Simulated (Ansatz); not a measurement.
Relaxation of a generated trial cell of SnO in the AFLOW prototype AB_cI16_199_a_a (B_a); 8 atoms in the cell, which starts as I2₁3 (No. 199), cI16; a = 6.389 Å, b = 6.389 Å, c = 6.389 Å, α = 90.00°, β = 90.00°, γ = 90.00°. The numbers are results of PBE (plane waves to 420 eV, PAW, scalar-relativistic; Ansatz, a first-principles code), not measurements. Γ-centred k-mesh 5×5×5 on the run's cell (coarser than for final values), Fermi–Dirac smearing 0.05 eV. This is the first round of the run. 

The optimiser's lines from the output (shortened; P is positive under compression):

```
relax step   1: F+E_penalty+E_count = -26357.48966902 eV  Δ(F+E_penalty+E_count) = +0.000e0 eV  max|allowed force component| = 2.169e0 eV/Å  Δτ_max = 0.0000 Å  P = -2.703 GPa  Ω = 130.374 Å³  (8 SCF iters, dr2 threshold 1.00e-7 eV, accepted)
relax step   2: F+E_penalty+E_count = -26360.14706977 eV  Δ(F+E_penalty+E_count) = -2.657e0 eV  max|allowed force component| = 1.492e0 eV/Å  Δτ_max = 0.1950 Å  P = -4.047 GPa  Ω = 127.990 Å³  (6 SCF iters, dr2 threshold 8.00e-7 eV, accepted)
relax step   3: F+E_penalty+E_count = -26361.58615091 eV  Δ(F+E_penalty+E_count) = -1.439e0 eV  max|allowed force component| = 4.339e-1 eV/Å  Δτ_max = 0.1967 Å  P = +3.314 GPa  Ω = 122.400 Å³  (6 SCF iters, dr2 threshold 8.00e-7 eV, accepted)
relax step   4: F+E_penalty+E_count = -26361.75090044 eV  Δ(F+E_penalty+E_count) = -1.647e-1 eV  max|allowed force component| = 3.651e-1 eV/Å  Δτ_max = 0.0398 Å  P = -0.042 GPa  Ω = 128.763 Å³  (6 SCF iters, dr2 threshold 8.00e-7 eV, accepted)
relax step   5: F+E_penalty+E_count = -26361.80987077 eV  Δ(F+E_penalty+E_count) = -5.897e-2 eV  max|allowed force component| = 2.957e-1 eV/Å  Δτ_max = 0.0998 Å  P = +3.090 GPa  Ω = 132.825 Å³  (6 SCF iters, dr2 threshold 8.00e-7 eV, accepted)
relax step   6: F+E_penalty+E_count = -26361.85227366 eV  Δ(F+E_penalty+E_count) = -4.240e-2 eV  max|allowed force component| = 7.860e-3 eV/Å  Δτ_max = 0.0172 Å  P = -0.151 GPa  Ω = 135.582 Å³  (6 SCF iters, dr2 threshold 8.00e-7 eV, accepted)
relax step   7: F+E_penalty+E_count = -26361.85275504 eV  Δ(F+E_penalty+E_count) = -4.814e-4 eV  max|allowed force component| = 2.697e-4 eV/Å  Δτ_max = 0.0007 Å  P = +0.004 GPa  Ω = 135.315 Å³  (6 SCF iters, dr2 threshold 5.74e-8 eV, accepted)
relax step   8: F+E_penalty+E_count = -26361.86111699 eV  Δ(F+E_penalty+E_count) = -8.362e-3 eV  max|allowed force component| = 3.279e-4 eV/Å  Δτ_max = 0.0000 Å  P = +0.110 GPa  Ω = 135.315 Å³  stress off target by 1.10e-1 GPa  SCF on the basis re-selected at this cell (its energy is not comparable with the rows above)  (7 SCF iters)
relax step   9: F+E_penalty+E_count = -26361.86076964 eV  Δ(F+E_penalty+E_count) = +3.473e-4 eV  max|allowed force component| = 1.033e-3 eV/Å  Δτ_max = 0.0017 Å  P = +0.011 GPa  Ω = 135.676 Å³  (6 SCF iters, dr2 threshold 3.03e-8 eV, accepted)
relax step  10: F+E_penalty+E_count = -26361.86121700 eV  Δ(F+E_penalty+E_count) = -4.474e-4 eV  max|allowed force component| = 1.039e-3 eV/Å  Δτ_max = 0.0000 Å  P = +0.014 GPa  Ω = 135.676 Å³  stress off target by 1.38e-2 GPa  SCF on the basis re-selected at this cell (its energy is not comparable with the rows above)  (6 SCF iters)
```

From the first to the last row the energy changes by -0.55 eV/atom and the volume by +4.1 %. The last row is marked as not comparable with the walk above it, whose basis was carried along; it does compare with step 1, since both stand on a basis selected at the nominal cutoff for their own cell.

Later rounds, restarted from the end of this one on a renewed k-mesh, logged 2 more steps and released under 0.01 eV/atom more. The final structure after all rounds: I2₁3 (No. 199), cI16; a = b = c = 6.4741 Å, α = β = γ = 90.00°. Between re-selections the logged energies stand on a plane-wave basis carried along with the cell. No spin polarisation in the result.

The run could not lose the symmetry of its start: the end is stationary, and may be a saddle point rather than a minimum.

The relaxed structure here is a generated cell of SnO: the first start was made by placing the elements on the sites of a structure type, and the end was not matched to a known phase here, so it may be hypothetical. Known forms of SnO include space group No. 129.
